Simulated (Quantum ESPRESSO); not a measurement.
Ga2ZnF7Cl, convergence and cost over cutoff and k mesh

Simulated, not a measurement. The program is pw.x of Quantum ESPRESSO 7.5 (plane-wave density functional theory). The cell is made up: 11 atoms on a rutile lattice with one site empty, with randomly drawn elements, strain and displacements, not relaxed. PseudoDojo standard norm-conserving files (v0.5 for PBE, v0.4.1 for LDA and PBEsol) set the functional; there is no spin polarisation, spin-orbit coupling or dispersion term, and the masses in the input are unused placeholders. A spin-polarised start on this cell or one of its family kept no moment.

Input of the run in row 2:

```
&control calculation='scf', pseudo_dir='./dojo.nc.sr.pbe.v0_5.standard.upf', outdir='./o', disk_io='low', tprnfor=.true., tstress=.true. /
&system ibrav=0, nat=11, ntyp=4, nbnd=57, ecutwfc=84.00895049, nosym=.true., tot_charge=0,
 occupations='smearing', smearing='fd', degauss=0.0018374661
/
&electrons conv_thr=7.350e-09, electron_maxstep=60, /
ATOMIC_SPECIES
Cl 1.0 Cl.upf
F 1.0 F.upf
Ga 1.0 Ga.upf
Zn 1.0 Zn.upf
CELL_PARAMETERS angstrom
4.9135 -0.0032 0.0152
-0.0032 4.7929 -0.0572
0.0201 -0.0759 6.4243
ATOMIC_POSITIONS angstrom
Ga 2.5303 2.3962 1.541
Zn -0.013 -0.1065 3.3045
Ga 2.5547 2.3642 4.8033
F 1.5012 1.4028 -0.0563
F 3.4504 3.4448 -0.0306
F 4.1822 1.027 1.7025
F 0.9538 3.8223 1.4702
F 1.563 1.3313 3.2578
F 3.5081 3.2696 3.335
F 3.9172 1.059 4.7601
Cl 0.9239 3.8306 4.75
K_POINTS automatic
5 5 4 1 1 1
```

The same cell was run at these settings. Meshes are shifted by half a step, and differences are from the last row, which is itself not exact.

| cutoff (eV) | k mesh | k points solved | threshold (eV) | free energy less the last row's (eV) | pressure (GPa) | largest stress difference (GPa) | largest force difference (eV/Å) | iterations | wall time (s) | k-point pools | processor |
| --- | --- | --- | --- | --- | --- | --- | --- | --- | --- | --- | --- |
| 800 | 2 x 2 x 2 | 4 | 1e-04 | 4.616 | -47.58 | 44.36 | 0.067 | 8 | 12 | 4 | Intel Xeon, 2023 or later |
| 1143 | 5 x 5 x 4 | 50 | 1e-07 | 0.003 | -3.56 | 0.01 | 0.000 | 11 | 133 | 4 | Intel Xeon, 2023 or later |
| 1437 | 7 x 7 x 6 | 147 | 1e-07 | 0.000 | -3.56 | 0.00 | 0.000 | 11 | 623 | 4 | Intel Xeon, 2023 or later |

Each pool is one process. Wall times include start-up and a band step at six k points, which weighs most on the coarsest meshes. The runs were on shared virtual cores whose load varied, so times are rough.